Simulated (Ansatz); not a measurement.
AlN (rock salt, Fm-3m), a = b = c = 4.0376 Å, α = β = γ = 90.00°; the cell used has 2 atoms.

This is the r²SCAN-relaxed structure.

### Question
All from plane-wave PAW r²SCAN (Ansatz code), unless another level is named. Predict the band gap.

### Answer
5.52 eV (indirect).

### Question
And the hole effective mass, band 2 of 3 at the edge?

### Answer
0.89 along [100], 0.89 along [110], 2.0 along [111] (mₑ).

### Question
Give the weight of the conduction-edge state by species (Voronoi cells).

### Answer
Al 69 %, N 31 %.

This is a known high-pressure phase of the composition, computed here at zero pressure and temperature. The cell was relaxed with r²SCAN under the symmetry of its start; its stability against distortions is not shown here. The volume moved by -17 % from the start of the relaxation.

Potentials: the later of the program's two PAW sets.
